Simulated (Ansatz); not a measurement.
La:
```
CELL_PARAMETERS angstrom
      3.77583     0.00000     0.00000
     -1.88791     3.26996     0.00000
      0.00000     0.00000    12.06609
ATOMIC_POSITIONS crystal
  La 0.00000 0.00000 0.00000
  La 0.00000 0.00000 0.50000
  La 0.33333 0.66667 0.25000
  La 0.66667 0.33333 0.75000
```

Relaxed with r²SCAN. Special points in fractions of this cell's reciprocal vectors: Γ (0.000, 0.000, 0.000); M (0.500, 0.000, 0.000); K (0.333, 0.333, 0.000); A (0.000, 0.000, 0.500); L (0.500, 0.000, 0.500); H (0.333, 0.333, 0.500).

Q: List the band energies nearest the Fermi level at these points for the program Ansatz at the r²SCAN with spin–orbit coupling level (PAW).

A: In eV from the Fermi level; about four levels below and three above (degenerate sets whole), none deeper than 8.9 eV; points with the same levels are listed once.

```tsv
k	below	above
Γ	-1.92 -1.92 -1.85 -1.85	0.51 0.51 0.68 0.68
M	-0.30 -0.30 -0.24 -0.24	0.50 0.50 1.01 1.01
K	-0.55 -0.55 -0.55 -0.55 -0.05 -0.05	0.06 0.06 0.11 0.11
A	-1.75 -1.75 -1.75 -1.75	0.91 0.91 0.91 0.91
L	-1.14 -1.14 -1.14 -1.14	0.74 0.74 0.74 0.74
H	-0.07 -0.07 -0.01 -0.01	0.86 0.86 0.90 0.90
```

Space group P6_3/mmc (dhcp (α-La type)). Symmetry was held in the r²SCAN relaxation; of distortions, only those at the zone centre were tested.

Potentials: the later of the program's two PAW sets.
